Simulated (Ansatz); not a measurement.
Bi:
```
Bi
1.0
   -3.25329     3.25329     3.25336
    3.25329    -3.25329     3.25336
    3.25329     3.25329    -3.25336
Bi
4
Cartesian
  1.62613   4.87942   0.00000
  1.62716  -1.62613   3.25336
  1.62613   1.62716   3.25336
  1.62716   1.62613   0.00000
```

Relaxed with r²SCAN.

### Question
Map the electron localisation function on the plane through (0.750, 0.250, 1.000) spanned by u = [1, 1, 0] and v = [1, 0, 1] in lattice vectors, from r²SCAN (plane waves, PAW; program Ansatz).

### Answer
x is the fraction of u, y of v (the angle between them is 90°; rows are the nearest grid lines); atoms in the plane: Bi at (0.00, 0.00), Bi at (0.50, 0.00), Bi at (0.50, 0.50), Bi at (0.00, 0.50).
```
|@  -*********+. ++ .+*********-  @|
|. .=*********+:    :+*********=. .|
|-=+*****++*****=--=*****++*****+=-|
|*******+==+************+==+*******|
|*****+-:..:=+********+=:..:-+*****|
|****+-:.  .-=+******+=-.  .:-+****|
|***+=-.   .:-+******+-:.   .-=+***|
|****+=-...:-+********+-:...-=+****|
|*****+=-::-+**********+-::-=+*****|
|++*****+=+******++******+=+*****++|
|.:=*****+*****+-..-+*****+*****=:.|
|+  -*********+. :: .+*********-  +|
|*  -*********+. -- .+*********-  *|
|.:=*****+*****+-..-+*****+*****=:.|
|++*****+=+******++******+=+*****++|
|*****+=-::-+**********+-::-=+*****|
|****+=:...:-+********+-:...:=+****|
|***+=-.   .:-+******+-:.   .-=+***|
|****+-:.  .-=+******+=-.  .:-+****|
|*****+-:..-=+********+=-..:-+*****|
|*******+==+************+==+*******|
|-=+*****++*****=--=*****++*****+=-|
|  .=*********+:    :+*********=.  |
|@  -*********+. ++ .+*********-  @|
```
Scale: ten equal steps from 0.065 (start of ' ') to 0.613 (end of '@'), in the order ' .:-=+*#%@'; x runs from 0.000 to 1.00, y from 0.000 (bottom) to 1.00 (top).

The density is the valence pseudo-density with augmentation charge, so density and ELF within about 1 Å of a nucleus are not all-electron values.

Space group Pm-3m. The workflow started from a Materials Project entry (that database holds measured and hypothetical structures alike); the Crystallography Open Database copy checked does not list it. It is not the phase usual at ambient conditions (space group No. 166). Symmetry was held in the r²SCAN relaxation; whether a distortion lowers the energy is not shown. Scalar-relativistic: spin–orbit coupling is off unless named, which matters more the heavier the elements.

Potentials: the later of the program's two PAW sets.
